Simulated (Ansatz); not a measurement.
# Property card for Ca

Ca:
```
Ca
1.0
    3.76095     0.00000     0.00000
   -1.88048     3.25708     0.00000
    0.00000     0.00000     6.24355
Ca
2
Direct
  0.33333   0.66667   0.25000
  0.66667   0.33333   0.75000
```

Space group P6_3/mmc (No. 194), hcp (Mg type); conventional cell a = b = 3.7610 Å, c = 6.2436 Å, α = β = 90.00°, γ = 120.00°.

Method: plane-wave PAW LDA (Ansatz code). Geometry: relaxed at this level of theory. Other levels are named where they apply.

**Cell and energy**

```json
{
 "volume_per_atom": "38.24 Å³",
 "density": "1.74 g/cm³"
}
```

**Electronic structure**

```json
{
  "electronic_character": "metallic (no gap)",
  "Density of states at the Fermi level": "0.88 states/eV per atom (mean over ±0.08 eV)"
}
```

**Mechanics**

```json
{
  "Bulk modulus (Birch–Murnaghan fit)": "19.6 GPa",
  "Pressure derivative B′": "3.1",
  "Elastic constants (relaxed ions, GPa)": "C11 = 33.0, C12 = 16.6, C13 = 7.9, C33 = 43.4, C44 = 7.6",
  "mechanical_stability": "stable (all eigenvalues of C positive)",
  "hill_bulk_and_shear_moduli": "19.4 and 9.3 GPa",
  "Young's modulus": "24.2 GPa",
  "Poisson's ratio": "0.29",
  "debye_temperature_from_the_elastic_constants": "229 K"
}
```

**Phonons**

```json
{
 "highest_zone_centre_frequency": "158 cm⁻¹",
 "zone_centre_stability": "no imaginary mode at Γ"
}
```

The measured cell (COD 9008489; 723 K, pressure taken as ambient) has 44.72 Å³ per atom; the computed volume differs by -14.5 %, which includes thermal expansion and zero-point motion, and at this size may mean another phase or pressure.

The workflow started from an entry of the Crystallography Open Database (COD, 723 K), which files this formula under 3 space groups. It is not the phase usual at ambient conditions (space group No. 225). The cell was relaxed with LDA under the symmetry of its start. As this level gives no gap, shear constants depend on the k-mesh and smearing (Fermi–Dirac, 0.1 eV here). As this level gives no gap, phonon frequencies hold no LO–TO term and depend on the k-mesh and smearing (Fermi–Dirac, 0.1 eV here). Axis ratios of metals converge slowly with the k-mesh, so a and c are less sure than the volume.

Potentials: the earlier of the program's two PAW sets. The files were generated under PBE; for other functionals the program regenerates the frozen cores, and for LDA and PBEsol the local potential too.
